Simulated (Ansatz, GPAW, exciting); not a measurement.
One calculation of InAg3, 3 ways

```
CELL_PARAMETERS angstrom
3.08552 0.00000 0.00000
-1.54276 2.67214 0.00000
0.00000 0.00000 9.47326
ATOMIC_POSITIONS crystal
In 0.00000 0.00000 0.00000
Ag 0.33333 0.66667 0.74681
Ag 0.33333 0.66667 0.25320
Ag 0.00000 0.00000 0.50000
```

The cell comes from a database or a generator and needn't be the stable form of this composition.

Alike in all runs: task single point; functional PBEsol; k mesh 10 × 10 × 3; occupations fermi-dirac, width 0.05 eV; no spin polarisation; no spin-orbit coupling. Pressure is positive in compression and, in plane waves, holds the error of the finite cutoff.

```json
{"program and potentials": "exciting, all-electron LAPW+lo, shipped species files, valence relativity iora*", "plane-wave cutoff (eV)": "-", "notes": "-", "pressure (GPa)": "-", "largest force (eV/Å)": "0.189"}
{"program and potentials": "GPAW, PAW data sets generated for this functional", "plane-wave cutoff (eV)": "600", "notes": "-", "pressure (GPa)": "-6.01", "largest force (eV/Å)": "0.164"}
{"program and potentials": "Ansatz, all-electron LAPW, scalar-relativistic", "plane-wave cutoff (eV)": "-", "notes": "-", "pressure (GPa)": "-5.89", "largest force (eV/Å)": "0.177"}
```

Force on atom 2 (Ag), eV/Å:

| program and potentials | x | y | z |
| --- | --- | --- | --- |
| exciting, all-electron LAPW+lo, shipped species files, valence relativity iora* | 0.000 | 0.000 | -0.189 |
| GPAW, PAW data sets generated for this functional | 0.000 | 0.000 | -0.164 |
| Ansatz, all-electron LAPW, scalar-relativistic | 0.000 | 0.000 | -0.177 |

The pressure spans -6.01 (GPAW, PAW data sets generated for this functional) to -5.89 GPa (Ansatz, all-electron LAPW, scalar-relativistic), with all-electron results at -5.89.

Differences between rows come from potentials, basis sets and numerical settings, since the functional is the same but for its coding. Runs on potential files found faulty are left out.
